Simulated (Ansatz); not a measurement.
# Equation of state of K2MgH4 and its gap

A database entry relaxed whole under r2SCAN (I4/mmm):

```
CELL_PARAMETERS angstrom
-2.00539 2.00539 6.76727
2.00539 -2.00539 6.76727
2.00539 2.00539 -6.76727
ATOMIC_POSITIONS crystal
K 0.35594 0.35594 0.00000
K 0.64406 0.64406 0.00000
Mg 0.00000 0.00000 0.00000
H 0.14787 0.14787 0.00000
H 0.85213 0.85213 0.00000
H 0.50000 0.00000 0.50000
H 0.00000 0.50000 0.50000
```

The cell was scaled uniformly, its shape held, and the atoms relaxed at each volume with plane-wave PAW DFT (Ansatz 0.2.0; r2SCAN, 500 eV, 8×8×8 Γ-centred mesh, fermi-dirac occupations of width 0.020 eV; no spin, no spin-orbit coupling). One row is withheld.

```csv
volume (Å³/atom),energy over the lowest (meV/atom),pressure (GPa),gap over mesh and path (eV)
14.619,4.8,1.73,4.17
14.930,2.0,1.10,4.12
15.241,0.5,0.52,4.08
15.552,0.0,0.00,4.03
15.863,?,?,?
16.174,1.8,-0.88,3.95
16.485,3.8,-1.24,3.91
```

Q: Fit the pressures of the other rows to the third-order Birch-Murnaghan form.

A: With f = [(V₀/V)^(2/3) − 1]/2 and P = 3B₀f(1 + 2f)^(5/2)[1 + 3(B₀′ − 4)f/2], least squares gives V₀ = 15.55 Å³ an atom, B₀ = 24.4 GPa and B₀′ = 4.4; the rows miss the fit by less than 0.01 GPa. The slope of the energies differs from these pressures by less than 0.05 GPa.

Q: How does the gap move with volume?

A: A parabola in ln(V/V₀) through the other rows has the slope dE_g/d ln V = -2.1 eV at V₀, so by B₀ the gap moves by +87 meV a GPa at this fixed shape: it widens under pressure.

Q: What does the withheld row hold?

A: The fit gives -0.46 GPa at 15.863 Å³; the run gave -0.46 GPa and 0.5 meV an atom. Its gap is 3.99 eV, against 3.99 eV from the parabola.

Caveats: the shape of the cell was held, so B₀ is an upper bound where the axes differ in stiffness; 0 K, fixed nuclei; the symmetry was kept, and this need not be the phase that is stable at 0 K; one mesh for all volumes; r2SCAN gaps lie as a rule under measured ones; the slope of the gap can be off by tens of per cent, more where shallow d levels or spin-orbit coupling act on the edges; pressure is positive in compression.
